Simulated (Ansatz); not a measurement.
Si in space group Cmcm (No. 63; Si on 8f, Si on 8f, Si on 8f), r²SCAN in the plane-wave PAW code Ansatz. The conduction-band minimum lies on the Γ–Y line, 77 % of the way from Γ, with 2 equivalent valleys. Second derivatives d²E/dk² of the lowest band at one valley (eV·Å²), along Cartesian directions:

```tsv
direction	d²E/dk²
[100]	56.84
[010]	21.24
[001]	2.320
[110]	39.08
[101]	29.60
[011]	11.80
```

Q: Find the principal effective masses, the density-of-states mass and the conductivity mass.

A: Off-diagonal terms follow from H_xy = H[110] − (H_xx + H_yy)/2, and m*/mₑ = 7.620 eV·Å² over each eigenvalue: 0.13, 0.36, 3.3. One valley's DOS mass (m₁m₂m₃)^(1/3) = 0.54, conductivity mass 3/(Σ 1/mᵢ) = 0.28 mₑ.

Q: What effective density of states Nc follows at 300 K for parabolic valleys?

A: Nc = 2.509e19 × 2 × (0.54)^(3/2) ≈ 2.0e19 cm⁻³.

Q: With the computed static dielectric constant 11.4 (mean of the diagonal), estimate a hydrogenic donor's binding energy and radius.

A: E = 13.606 eV × 0.28/11.4² ≈ 29 meV; a = 0.529 Å × ε/m* ≈ 22 Å. Semilocal masses tend to be too small when the gap is underestimated.

The workflow started from a Materials Project entry (that database holds measured and hypothetical structures alike); the Crystallography Open Database copy checked does not list it. It is not the phase usual at ambient conditions (space group No. 227). The cell was relaxed with r²SCAN under the symmetry of its start; its stability against distortions is not shown here.

Potentials: the later of the program's two PAW sets.
